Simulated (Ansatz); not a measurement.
Ansatz (a first-principles code) input:

Ansatz 0.2 input:
```yaml
crystal:
  lattice:
    - [7.1539101149, 1.8605761581, 0.0]
    - [-7.1539101149, 1.8605761581, 0.0]
    - [-5.8082370316, 0.0, 12.711851701]
  atoms:
    - { symbol: Zr, position: [0.0, 0.0, 0.0] }
    - { symbol: Zr, position: [0.1556877916, 0.8443122084, 0.3812707251] }
    - { symbol: Zr, position: [0.8443122084, 0.1556877916, 0.6187292749] }
    - { symbol: Tl, position: [0.1746868788, 0.8253131212, 0.803053273] }
    - { symbol: Tl, position: [0.8253131212, 0.1746868788, 0.196946727] }
    - { symbol: Cu, position: [0.5425646547, 0.4574353453, 0.194982008] }
    - { symbol: Cu, position: [0.4574353453, 0.5425646547, 0.805017992] }
    - { symbol: S, position: [0.1395344742, 0.8604655258, 0.1909588127] }
    - { symbol: S, position: [0.8604655258, 0.1395344742, 0.8090411873] }
    - { symbol: S, position: [0.205760912, 0.794239088, 0.5798783184] }
    - { symbol: S, position: [0.794239088, 0.205760912, 0.4201216816] }
    - { symbol: S, position: [0.5232412608, 0.4767587392, 0.3491813727] }
    - { symbol: S, position: [0.4767587392, 0.5232412608, 0.6508186273] }
    - { symbol: S, position: [0.3971251617, 0.6028748383, 0.0418292177] }
    - { symbol: S, position: [0.6028748383, 0.3971251617, 0.9581707823] }
kpoints:
  mp_grid: { grid: [8, 8, 3] }
hamiltonian:
  xc: r2scan
  dispersion: d4
  pseudopotentials: { kind: paw }
scf:
  occupations: { method: fixed }
checkpoint: { read: static.run }
output: { write_density: true, elf: true, volumetric_format: npy }
basis: { fft_grid_basis: typed }
```

Output (shortened):

```
Pseudopotential: Zr, paw, valence charge 12
Pseudopotential: Tl, paw, valence charge 13
Pseudopotential: Cu, paw, valence charge 19
Pseudopotential: S, paw, valence charge 6
Functional definition: r2SCAN
Crystal: 15 atoms, lattice volume = 338.400 Å³
Basis set: ecut = 500 eV, 8625 PW (Γ), exchange–correlation on 216×216×432 points (64 copies of the dense FFT grid, shifted against one another)
Bands: 89, of which v1, the nominal top of the filled ones, is band 74 counted from 1 (73 counted from 0)
Symmetry: 4 space group operations
Space group: C2/m (ITA 12), of the structure as read, at distance tolerance 7.0e-5 Å
k-points: 57 of 192
Stability of the state it starts from, as read at its close in the unpolarized treatment …
iter 1 solved again at ethr=8.04e-8 eV; its pass at ethr=3.10e-3 eV (dr2=1.19e-4 eV) is discarded
SCF iter   1: F=—  HF=-56032.656833 eV  |F-HF|=—  |Δ(HF+E_count)|=         —  Δρ=9.61e-7  dr2=2.99e-9  dr2_τ=1.76e-10  ethr=8.04e-8  ⟨swp⟩=4.0  Hψ=30807  notcnv=0  defer=741
preconditioner: auto → Resta (q_TF=auto, 2.377 Å⁻¹)
SCF iter   2: F=—  HF=-56032.657242 eV  |F-HF|=—  |Δ(HF+E_count)|=   4.09e-4  Δρ=9.51e-7  dr2=2.34e-9  dr2_τ=2.39e-10  ethr=2.02e-12  ⟨swp⟩=12.8  Hψ=28258  notcnv=0
SCF iter   3: F=-56032.657242 eV  HF=-56032.657242 eV  |F-HF|=3.49e-10  |Δ(HF+E_count)|=  4.37e-10  Δρ=2.94e-7  dr2=4.25e-10  dr2_τ=3.63e-11  ethr=1.58e-12  ⟨swp⟩=1.0  Hψ=11591  notcnv=0
WARN: dispersion: an atom stands within reach of a switch of its C6 between two reference coordination numbers of its element …
SCF 1 converged in 3 iterations: F = -56032.657242 eV  dr2 = 4.25e-10
SCF converged after 3 iterations
Free energy (F): -56032.657242 eV
Harris-Foulkes:  -56032.657242 eV  (|F-HF|=3.49e-10)
Internal energy: -56032.657242 eV  (E = F + TS)
E sigma→0 (E₀):  -56032.657242 eV
Fermi energy:    7.783273 eV
--- Per-component energies (eV) ---
  E_band       = -1637.180736
  E_kinetic    = 3116.638532
  E_local      = -20824.957744  (includes V_loc(G=0)·N_el)
  E_nonlocal   = 1892.758709
  E_hartree    = 8923.435016
  E_xc         = -1811.607831
  E_vxc        = -1957.509846  (∫ρ·V_xc dr)
  E_paw        = -37527.704927  (= ΣΔE_a)
  E_vpaw       = -1825.178021  (= ΣTr[D̂ρ^β])
  E_aug_tail   = 0.000361  (compensation charges beyond the density's cutoff)
  E_vtau       = 114.198743  (kinetic-family band-sum trace: ∫τ·v_τ [+ j·A + Jᵃ·Aᵃ] dr)
  E_ewald      = -9799.611685
  E_disp       = -1.712621  (pairwise vdW)
  E_core_change = 0.104947  (= ΣΔE_core)
  E_smearing   =  0.000000  (= −TS)
  E_closure    =  0.000000  (closes the sum)
  Σ components = -56032.657242   (vs F -56032.657242, Δ=0.00e0)
  [band-id]    e_kinetic+e_local+e_nonlocal+2·e_hartree+e_vxc+e_vpaw+e_augmentation_tail+e_vtau = -1637.179233   (vs E_band -1637.180736, Δ=1.50e-3)
--- Band table (eV; the first three rows and the last of 57) ---
  k-point 0: bands = ["-108.0898", "-108.0898", "-64.0086", "-64.0086", "-63.8886", "-63.8886", "-63.8832", "-63.8832", "-43.4483", "-43.3531", "-43.3464", "-20.8284", "-20.7690", "-20.7520", "-20.6778", "-20.6776", "-20.6628", "-20.6534", "-20.5972", …
  k-point 1: bands = ["-108.0898", "-108.0898", "-64.0086", "-64.0086", "-63.8886", "-63.8886", "-63.8832", "-63.8832", "-43.4483", "-43.3531", "-43.3464", "-20.8287", "-20.7688", "-20.7514", "-20.6779", "-20.6776", "-20.6633", "-20.6532", "-20.5972", …
  k-point 2: bands = ["-108.0898", "-108.0898", "-64.0086", "-64.0086", "-63.8886", "-63.8886", "-63.8832", "-63.8832", "-43.4471", "-43.3516", "-43.3454", "-20.8253", "-20.7624", "-20.7478", "-20.7024", "-20.6728", "-20.6682", "-20.6508", "-20.6167", …
  k-point 56: bands = ["-108.0898", "-108.0898", "-64.0086", "-64.0086", "-63.8886", "-63.8886", "-63.8832", "-63.8832", "-43.4483", "-43.3531", "-43.3464", "-20.8285", "-20.7689", "-20.7518", "-20.6779", "-20.6776", "-20.6630", "-20.6533", "-20.5972", …
```

Cost: about 5 core-minutes (a rough figure) on shared cores.

The workflow started from a Materials Project entry (that database holds measured and hypothetical structures alike); the Crystallography Open Database copy checked does not list it. Its standing as an ambient phase is unchecked. The cell was relaxed with r²SCAN+D4 under the symmetry of its start; its stability against distortions is not shown here. The run is not spin-polarised. Scalar-relativistic: spin–orbit coupling is off unless named, which matters more the heavier the elements.

Potentials: the later of the program's two PAW sets.

Ansatz is a plane-wave DFT program.
